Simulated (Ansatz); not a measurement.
The cell of CaFeC4N4 is invented: two interpenetrating cyanide-bridged diamond nets (P-43m, No. 215). Lengths were set from tabulated atomic sizes, so they are only a guess.

```cif
data_structure
_symmetry_space_group_name_H-M 'P-43m'
_symmetry_Int_Tables_number 215
_cell_length_a 6.1407
_cell_length_b 6.1407
_cell_length_c 6.1407
_cell_angle_alpha 90.000
_cell_angle_beta 90.000
_cell_angle_gamma 90.000
_cell_volume 231.55
loop_
_atom_site_label
_atom_site_type_symbol
_atom_site_symmetry_multiplicity
_atom_site_Wyckoff_symbol
_atom_site_fract_x
_atom_site_fract_y
_atom_site_fract_z
_atom_site_occupancy
Ca1 Ca 1 b 0.50000 0.50000 0.50000 1
Fe1 Fe 1 a 0.00000 0.00000 0.00000 1
C1 C 4 e 0.18221 0.18221 0.18221 1
N1 N 4 e 0.29222 0.29222 0.29222 1
```

All numbers below come from Ansatz 0.2.0, DFT PBE, scalar-relativistic, plane waves, PAW. Cutoff 420 eV, Gaussian smearing, Γ-centred meshes. Cell and atoms relax first on a coarse mesh and then on a finer one. In between, the cell is made exact in the group found at 0.06 Å. In metals the finer mesh still leaves noise of several meV/atom or more. The steps can't lower the symmetry of their start. Collinear spin, starting moments Fe 4.0 μB.

A guess keeps its type if space group and coordination stay and the shape of the cell changes little (axis ratios within about 15 %, angles within 6°); the volume may change.

Question: Does this structure survive the relaxation?

Answer: It keeps its type. The symmetry stays P-43m (No. 215). The volume per atom grows by 11.3 %, from 23.2 to 25.8 Å³. The shortest distance stays 1.17 Å (C–N). Counting neighbours within 15 % of an atom's shortest distance, the start has C 1, Ca 4, Fe 4, N 1 and the end C 1, Ca 4, Fe 4, N 1.

The last run used collinear spin, a 6×6×6 mesh for its 10-atom cell and Gaussian smearing of 0.10 eV. The magnetic state reached may not be the lowest. Symmetry constrained the relaxation, so the result can be a saddle point.
